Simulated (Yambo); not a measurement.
Quantum ESPRESSO input (LDA, PseudoDojo standard norm-conserving files, scalar-relativistic) whose wavefunctions are converted with p2y:

```
&CONTROL
  calculation = 'nscf'
  pseudo_dir = './pseudo'
  outdir = './out'
/
&SYSTEM
  ibrav = 0
  nat = 2
  ntyp = 2
  ecutwfc = 84.0
  ecutrho = 336.0
  occupations = 'fixed'
  force_symmorphic = .true.
  nbnd = 103
/
&ELECTRONS
  conv_thr = 2e-09
  diago_full_acc = .true.
  diago_thr_init = 1e-08
/
ATOMIC_SPECIES
Mg 24.3050 Mg.upf
S 32.0600 S.upf
CELL_PARAMETERS angstrom
  0.000000000000   2.798104481000   2.798104481000
  2.798104481000   0.000000000000   2.798104481000
  2.798104481000   2.798104481000   0.000000000000
ATOMIC_POSITIONS crystal
Mg   0.000000000000   0.000000000000   0.000000000000
S   0.250000000000   0.250000000000   0.250000000000
K_POINTS automatic
2 2 2 0 0 0
```

Yambo's initialisation report on symmetry, reciprocal space, the k grid and the gaps on this mesh:

```
  [02.02] Symmetries
  ==================

  Inversion symmetry    : yes
  Spatial inversion     : no
  Inversion index       :  25
  K-space Time-reversal : yes
  Magnetic symmetries   : no
  Time-reversal derived K-space symmetries:   25   48
  Group table correct   : yes
  Symmetries units      :  [cc]

  [02.03] Reciprocal space
  ========================

  nG shells         :   320
  nG charge         :  30731
  nG WFs            :   4547
  nC WFs            :   3860
  G-vecs. in first 32 shells:  [ Number ]
     1    9   15   27   51   59   65   89  113
    137   169   181   229   259   283   307   331   339
    387   411   459   531   537   561   609   645   701
    725   749   821   869   893
  ...
  Shell energy in first 32 shells:  [ mHa ]
    0.00000      529.499      705.999      1412.00      1941.50      2118.00      2824.00      3353.50      3530.00
    4235.99      4765.49      5647.99      6177.49      6353.99      7059.99      7589.49      7765.99      8471.99
    9001.49      9177.99      9883.99      10413.5      11296.0      11825.5      12002.0      12708.0      13237.5
    13414.0      14120.0      14649.5      14826.0      15532.0
  ...

  [02.04] K-grid lattice
  ======================

  Compatible Grid is   : 3D
  Base K vectors       :  K_min[ 1 ]  K_min[ 2 ]  K_min[ 3 ]
  K_min[ 1 ] : -0.500000  0.000000  0.000000 [rlu]
  K_min[ 2 ] :  0.000000  0.000000 -0.500000 [rlu]
  K_min[ 3 ] :  0.000000 -0.500000  0.000000 [rlu]
  Grid dimensions      :  2  2  2
  K lattice UC volume  :  0.104865 [a.u.]

  IBZ K-points                                      :  3
  BZ  K-points                                      :   8

  K/Q-points units:
  rlu = crystal or reduced units; cc = cartesian coordinates; iku = interal k-units

  K [1]          [rlu]:  0.000000  0.000000  0.000000
         WF components:   3839
  K [2]          [rlu]:  0.000000  0.000000 -0.500000
         WF components:   3828
  K [3]          [rlu]:  0.000000 -0.500000 -0.500000
         WF components:   3860

  [02.05] Energies & Occupations
  ==============================

  [X] === General ===
  [X] Electronic Temperature                        :  0.000000  0.000000 [eV K]
  [X] Bosonic    Temperature                        :  0.000000  0.000000 [eV K]
  [X] Finite Temperature mode                       : no
  [X] El. density                                   :  0.36517E+24 [cm-3]
  [X] Fermi Level                                   :  3.203485 [eV]

  [X] === Gaps and Widths ===
  [X] Conduction Band Min                           :  3.351707 [eV]
  [X] Valence Band Max                              :  0.000000 [eV]
  [X] Filled Bands                                  :   8
  [X] Empty Bands                                   :    9  103
  [X] Direct Gap                                    :  3.351707 [eV]
  [X] Direct Gap localized at k                     :  1
  [X] Indirect Gap                                  :  3.351707 [eV]
  [X] Indirect Gap between kpts                     :  1  1
  [X] Last valence band width                       :  1.099364 [eV]
  [X] 1st conduction band width                     :  1.632121 [eV]
```
The gaps are LDA values on this mesh alone; only operations without fractional translations are kept.

Geometry relaxed with LDA.
